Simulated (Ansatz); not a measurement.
TaRu:
```
CELL_PARAMETERS angstrom
      3.00190     0.00000     0.00000
      0.00000     3.00190     0.00000
      0.00000     0.00000     3.36664
ATOMIC_POSITIONS crystal
  Ta 0.50000 0.50000 0.50000
  Ru 0.00000 0.00000 0.00000
```

Relaxed with LDA. Special points in fractions of this cell's reciprocal vectors: Γ (0.000, 0.000, 0.000); X (0.000, 0.500, 0.000); M (0.500, 0.500, 0.000); Z (0.000, 0.000, 0.500); R (0.000, 0.500, 0.500); A (0.500, 0.500, 0.500).

Q: List the band energies nearest the Fermi level at these points for plane-wave PAW LDA (Ansatz code).

A: In eV from the Fermi level; about four levels below and three above (degenerate sets whole), none deeper than 8.9 eV; points with the same levels are listed once.

```csv
k,below,above
Γ,-5.89 -2.44 -2.44 -1.45,0.39 1.94 4.59
X,-2.17 -2.00 -1.20 -0.77,0.51 1.93 2.55
M,-6.25 -6.12 -4.80 -4.80,0.39 1.33 1.67 1.67
Z,-2.69 -1.80 -1.80 -0.76,0.06 0.90 0.90
R,-5.96 -3.56 -3.53 -0.92,0.70 0.74 0.87
A,-3.37 -2.61 -2.61 -0.33,0.43 3.84 5.51
```

Space group P4/mmm (L1₀ or tetragonal B2). The first step of the workflow began from a Materials Project structure, measured or hypothetical; the Crystallography Open Database files this formula in space group No. 123, but the cells were not matched. Whether it is the stable phase at ambient conditions was not checked. The LDA relaxation kept the symmetry of its start; whether a distortion lowers the energy is not shown. The run is not spin-polarised. Spin–orbit coupling is left out wherever it is not named.

Potentials: the earlier of the program's two PAW sets. The files were generated under PBE; for other functionals the program regenerates the frozen cores, and for LDA and PBEsol the local potential too.
